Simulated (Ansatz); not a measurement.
Space group R-3m:H (No. 166). a = 7.237 Å, b = 7.237 Å, c = 10.798 Å, α = 90.00°, β = 90.00°, γ = 120.00°
| atom | site | symmetry | x | y | z |
| --- | --- | --- | --- | --- | --- |
| Hg | 9d | .2/m | 0.3333 | 0.1667 | 0.1667 |
| P | 6c | 3m | 0.3333 | 0.6667 | 0.9510 |

Equation of state of this Hg₃P₂ structure (not necessarily the ground state), with shape and atoms relaxed at each volume where symmetry leaves them free. These are results of DFT PBE, scalar-relativistic, plane waves, PAW (Ansatz 0.2.0), not measurements.

Plane waves to 420 eV, a k mesh through Γ of 6×6×6 on the computed 5-atom cell and Gaussian smearing (0.02 eV); no spin polarisation.

| V (Å³/atom) | E − E(largest V) (meV/atom) | P (GPa) | gap on mesh (eV) |
| --- | --- | --- | --- |
| 28.736 | 5.72 | 0.84 | 1.53 |
| 29.715 | 1.72 | 0.52 | 1.59 |
| 30.695 | -0.60 | 0.27 | 1.66 |
| 31.675 | -1.70 | 0.14 | 1.74 |
| 32.654 | -2.06 | -0.01 | 1.81 |
| 33.634 | -1.83 | -0.07 | 1.88 |
| 34.614 | -1.21 | -0.13 | 1.96 |
| 35.920 | 0.00 | -0.18 | 2.05 |

Question: Fit a third-order Birch–Murnaghan equation, E = E0 + (9V0B0/16)·[(x − 1)³B0' + (x − 1)²(6 − 4x)] with x = (V0/V)^(2/3), to E(V).

Answer: V0 = 32.64 Å³/atom, B0 = 3 GPa, B0' = 12.2. B0' is unusual or poorly fixed by this range.

Spin-orbit coupling is left out, which matters for the bands of heavy elements. The cell holds layers, chains or molecules and no dispersion correction was added, so their binding is poorly described.

The cell was found from a structure generator's guess, not taken from experiment.
